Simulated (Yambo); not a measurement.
**Excitons in RbBH4**

```
RbBH4
1.0
    0.00000     3.45324     3.45324
    3.45324     0.00000     3.45324
    3.45324     3.45324     0.00000
H B Rb
4 1 1
Direct
  0.39758   0.80726   0.39758
  0.39758   0.39758   0.80726
  0.39758   0.39758   0.39758
  0.80726   0.39758   0.39758
  0.50000   0.50000   0.50000
  0.00000   0.00000   0.00000
```

The geometry is that of Materials Project entry mp-1219553, symmetrised and not relaxed again.

BSE in Yambo on LDA (pw.x of Quantum ESPRESSO, ONCV potentials, scalar-relativistic) bands: 8×8×8 mesh, 4 valence and 7 conduction bands, static screening with 37 bands and a 3 Ry block, scissor 3.29 eV, Tamm-Dancoff; field along x.

```
state  energy (eV)  states within 2 meV  relative strength   class    main transitions
-----  -----------  -------------------  -----------------  ------  ------------------
1             7.73                    3             < 0.01    dark  several band pairs
2             7.85                    3               1.00  strong  several band pairs
3             8.16                    2             < 0.01    dark  several band pairs
4             8.19                    3               0.06  strong  several band pairs
5             8.39                    1             < 0.01    dark  several band pairs
6             8.48                    3             < 0.01    weak  several band pairs
7             8.52                    3             < 0.01    dark  several band pairs
8             8.57                    3             < 0.01    dark  several band pairs
```

These are vertical excitations (zero momentum); the indirect quasiparticle gap, about 8.91 eV, is smaller than the direct one (9.04 eV on the GW mesh). The direct quasiparticle gap on this mesh is 9.04 eV; counted from there, state 1 is bound by 1.30 eV. Convergence with the mesh was not shown.

Spin singlets only. Strengths are relative to the strongest of the lowest states of this run; strong means a line over 3 % of the spectrum's maximum, dark under 0.03 %. Absolute energies carry the error of the G0W0 scissor, whose convergence isn't established.

The structure is a Materials Project entry; no match was found in the copy of COD used, and its stability was not checked.
